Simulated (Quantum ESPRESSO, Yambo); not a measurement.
At a photon energy of 8.38 eV, RPA with local fields on PBEsol bands shifted by a G0W0 scissor of 2.54 eV (Quantum ESPRESSO and Yambo; 4×4×2 mesh, 127 bands, 3 Ry local-field block, 0.2 eV broadening) gives ε = 2.97 + 0.76i for KOH (space group P2_1/c, No. 14), field along x. Axes are Cartesian, with cell vectors (Å) (5.65, 0.00, 0.00), (0.00, 3.97, 0.00), (-3.02, 0.00, 7.25).

Work out n, κ, the normal-incidence reflectivity, the absorption coefficient and the penetration depth.


|ε| = 3.07; n = √((|ε| + ε1)/2) = 1.74, κ = √((|ε| − ε1)/2) = 0.22. R = ((n − 1)² + κ²)/((n + 1)² + κ²) = 0.08. α = 2Eκ/(ħc) with ħc = 197.327 eV nm: 0.0186 per nm = 1.9 × 10⁵ per cm, a 1/e depth of 54 nm. The computed direct gap is 6.41 eV, and the energy scale of the real crystal may differ from it. Excitonic effects are left out, and values at one energy depend on mesh and broadening. The scissor comes from a G0W0 run whose convergence isn't established. Convergence of the RPA response with its 4×4×2 mesh was not tested.

Geometry of the Materials Project entry, not relaxed at this level; primitive cell a = 5.6468 Å, b = 3.9683 Å, c = 7.8519 Å, α = 90.00°, β = 112.62°, γ = 90.00°.
